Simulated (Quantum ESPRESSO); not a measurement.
**Band energies of HgO**

```xyz
6
Lattice="3.6511 0.0000 0.0000 -1.8256 3.1620 0.0000 0.0000 0.0000 8.8290" Properties=species:S:1:pos:R:3 pbc="T T T"
O      1.0061     1.7427     0.0000
O      1.6389     0.0000     2.9430
O     -0.8194     1.4193     5.8860
Hg     0.4260     0.7378     4.4145
Hg     2.7992     0.0000     7.3575
Hg    -1.3996     2.4242     1.4715
```

PBEsol (pw.x of Quantum ESPRESSO, ONCV potentials, with spin-orbit coupling); path ΓMKΓALHA,LM,KH; energies in eV from the valence-band maximum.

```
k (1/Å)  point  band 78  band 79  band 80  band 81  band 82  band 83  band 84  band 85
-------  -----  -------  -------  -------  -------  -------  -------  -------  -------
0.00         Γ    -0.17     1.32     1.32     3.33     3.33     3.36     3.36     6.73
0.20              -0.18     1.31     1.34     3.52     3.54     3.56     3.58     6.69
0.60              -0.22     2.21     2.23     3.90     3.95     4.25     4.31     5.97
0.79              -0.31     2.93     2.96     3.65     3.68     4.28     4.35     5.15
0.99         M    -0.37     3.22     3.22     3.84     3.84     3.90     3.90     4.92
1.18              -0.46     3.44     3.47     3.93     3.95     4.10     4.10     4.98
1.38              -0.52     3.95     4.00     4.10     4.13     4.53     4.55     5.15
1.57         K    -0.52     4.16     4.16     4.46     4.50     4.54     4.54     5.48
1.76              -0.40     3.83     3.84     4.22     4.24     4.54     4.56     5.06
1.95              -0.28     2.98     2.99     4.14     4.14     4.36     4.40     5.51
2.33              -0.21     1.53     1.55     3.87     3.89     3.93     3.94     6.65
2.52              -0.18     1.31     1.34     3.52     3.52     3.55     3.56     6.70
2.71         Γ    -0.17     1.32     1.32     3.33     3.33     3.36     3.36     6.73
2.71         A    -0.15     1.91     1.91     2.00     2.00     3.87     3.87     5.59
2.88              -0.07     1.98     1.99     2.07     2.07     4.14     4.14     5.54
3.21              -0.02     2.56     2.60     2.63     2.67     5.13     5.17     5.56
3.38              -0.11     2.84     2.88     3.02     3.06     4.81     4.88     5.76
3.71         L    -0.29     3.03     3.03     3.76     3.76     4.10     4.10     5.06
3.90              -0.37     3.20     3.22     4.05     4.07     4.14     4.15     5.01
4.28         H    -0.21     4.27     4.28     4.32     4.32     4.67     4.67     5.31
4.42              -0.24     3.90     3.91     4.23     4.23     4.80     4.82     5.07
4.71              -0.35     2.99     3.01     3.41     3.41     4.87     4.94     5.76
4.86              -0.19     2.68     2.71     2.97     2.97     5.05     5.10     5.94
5.14              -0.02     2.15     2.16     2.22     2.23     4.60     4.61     5.43
5.29              -0.08     1.97     1.97     2.05     2.05     4.08     4.08     5.55
5.43         A    -0.15     1.91     1.91     2.00     2.00     3.87     3.87     5.59
5.43         L    -0.29     3.03     3.03     3.76     3.76     4.10     4.10     5.06
5.61              -0.24     3.18     3.19     3.56     3.62     4.15     4.22     4.93
5.78         M    -0.37     3.22     3.22     3.84     3.84     3.90     3.90     4.92
5.78         K    -0.52     4.16     4.16     4.46     4.50     4.54     4.54     5.48
6.14         H    -0.21     4.27     4.28     4.32     4.32     4.67     4.67     5.31
```

The PBEsol gap is indirect, 1.31 eV, from 33 % of the way from A to L to 83 % of the way from K to Γ; the smallest direct gap is 1.49 eV. Another valence and conduction extremum on the path lies within 0.02 eV, too close to call.

Geometry relaxed with PBE+D3(BJ).

The structure is a Materials Project entry; no match was found in the copy of COD used, and its stability was not checked.
